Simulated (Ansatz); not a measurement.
## Phases of GeMo at 19 GPa

Structure types of GeMo are relaxed in primitive cells with their symmetry kept at 19 GPa, on PAW files; LAPW relaxes the small cells further and takes the PAW cell for the others (marked *). The enthalpy is E + pV at zero temperature, without zero-point motion. Only the types listed were tried, and differences under about 5 meV/atom are mesh noise. The real phase may be another.

Level of theory: DFT with PBE, scalar-relativistic, in Ansatz 0.2.0; Fermi–Dirac smearing of 0.08 eV, no spin polarisation. LAPW: all electrons, basis error target 0.5 meV/atom; PAW: frozen-core files, cutoff 420 eV.

k meshes: rocksalt 13×13×13, CsCl 13×13×13, zincblende 12×12×12, wurtzite 9×9×5, WC 13×13×12.

Problem. Which type is lowest in enthalpy, and by how much?

Solution. distorted WC, 104 meV/atom below CsCl. The whole table:

```json
{"start type": "rocksalt", "ends as": "rocksalt, Fm-3m", "a, b, c (Å)": "4.978, 4.978, 4.978", "V (Å³/atom)": "15.42", "H − H(lowest), LAPW (meV/atom)": "603.8", "same, PAW": "603.8"}
{"start type": "CsCl", "ends as": "CsCl, Pm-3m", "a, b, c (Å)": "3.041, 3.041, 3.041", "V (Å³/atom)": "14.06", "H − H(lowest), LAPW (meV/atom)": "103.6", "same, PAW": "103.2"}
{"start type": "zincblende", "ends as": "zincblende, F-43m", "a, b, c (Å)": "5.417, 5.417, 5.417", "V (Å³/atom)": "19.87", "H − H(lowest), LAPW (meV/atom)": "2011.5", "same, PAW": "2012.2"}
{"start type": "wurtzite*", "ends as": "flat h-MgO, P6_3/mmc", "a, b, c (Å)": "4.163, 4.163, 4.840", "V (Å³/atom)": "18.16", "H − H(lowest), LAPW (meV/atom)": "1059.9", "same, PAW": "1060.3"}
{"start type": "WC", "ends as": "distorted WC, P-6m2", "a, b, c (Å)": "3.046, 3.046, 3.642", "V (Å³/atom)": "14.63", "H − H(lowest), LAPW (meV/atom)": "0.0", "same, PAW": "0.0"}
```

Problem. Split the lead of distorted WC over CsCl into energy and pV.

Solution. For CsCl less distorted WC: ΔE = +171.2 meV/atom, and p·ΔV = 19 GPa × -0.5705 Å³ × 6.242 meV/(GPa·Å³) = -67.7 meV/atom, together 103.5 meV/atom. distorted WC wins by its internal energy, though it is the less dense.

Problem. Would CsCl gain on distorted WC at higher pressure?

Solution. Yes: dH/dp = V, and its volume is smaller by 0.57 Å³/atom. Held constant, that would close the gap after about 29 GPa more, a rough figure, since the volume difference changes with pressure.
